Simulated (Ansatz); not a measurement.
LiF (rock salt), relaxed and computed with several functionals in Ansatz (plane waves, PAW).

```json
[
 {"functional": "LDA", "a (Å)": "3.908", "gap (eV)": "9.71", "B₀ by P(V) fit (GPa)": "86.9"},
 {"functional": "PBE", "a (Å)": "4.068", "gap (eV)": "8.84", "B₀ by P(V) fit (GPa)": "67.0"},
 {"functional": "HSE06", "a (Å)": "…", "gap (eV)": "…", "B₀ by P(V) fit (GPa)": "…"},
 {"functional": "r²SCAN", "a (Å)": "3.990", "gap (eV)": "10.34", "B₀ by P(V) fit (GPa)": "77.5"}
]
```

Q: Fill in the missing entries.

A: 
- HSE06, a (Å): 4.010
- HSE06, gap (eV): 11.53
- HSE06, B₀ by P(V) fit (GPa): 73.5

All cells were relaxed under the symmetry of their starts (and spin orders); stability against distortions was not tested throughout.

Potentials: the earlier of the program's two PAW sets. The files were generated under PBE; for other functionals the program regenerates the frozen cores, and for LDA and PBEsol the local potential too.

Ansatz (a program for electronic structure) is a plane-wave DFT program.
